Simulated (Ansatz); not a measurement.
The elements of this relaxed trial crystal are hidden behind letters.

```
lattice vectors (Å)
   4.1693    0.0000    0.0000
   0.0000    4.1693    0.0000
   0.0000    0.0000    8.9820
fractional positions
X 0.0000 0.0000 0.0000
X 0.5000 0.5000 0.0000
X 0.0000 0.5000 0.4847
X 0.5000 0.0000 0.5153
X 0.0000 0.0000 0.2939
X 0.5000 0.5000 0.2939
X 0.5000 0.5000 0.7061
X 0.0000 0.0000 0.7061
Z 0.0000 0.5000 0.1757
Z 0.5000 0.0000 0.8243
```

All numbers below come from DFT PBE, scalar-relativistic, plane waves, PAW (Ansatz). Cutoff 420 eV, Γ-centred 8×8×4 mesh (10-atom cell), Gaussian smearing of 0.10 eV, no spin polarisation.

```
Space group                               : P4/nmm (No. 129)
Conventional cell                         : a = 4.169 Å, c = 8.982 Å
Volume per atom                           : 15.61 Å³
Density                                   : 3.55 g/cm³
Formation energy                          : −0.22 eV/atom
Gap on the 8×8×4 mesh of the 10-atom cell : 0 eV (a metal)
```

Energies are uncorrected and count from the elements' standard states at the same level.

Question: X is a p-block element of period 3 and Z is a d-block element of period 4. Which elements are they?

Answer: X = Al, Z = Co, so the formula is Al4Co. Density times volume gives a mean mass of 3.55 × 15.61/1.6605 = 33.4 u per atom, and this set has 33.4 u. Around Al on a site of symmetry -4m2 lie 4 Co at 2.61 Å, 2 Al at 2.64 Å and 4 Al at 2.95 Å; Al on a site of symmetry 4mm is surrounded by 4 Al at 2.70 Å, 1 Co at 2.78 Å and 8 Al at 2.88–2.96 Å; around Co lie 4 Al at 2.34 Å, 4 Al at 2.61 Å and 1 Al at 2.78 Å; 1 more site not described. Other sets within the hints have nearly the same mass, so mass alone doesn't settle it; this one was computed.

Trial moments died out on the coarse mesh, so the last step has no spin; another magnetic start might hold. A later test with randomly moved atoms came back to the same energy, though modes that don't fit the test's cell weren't probed.
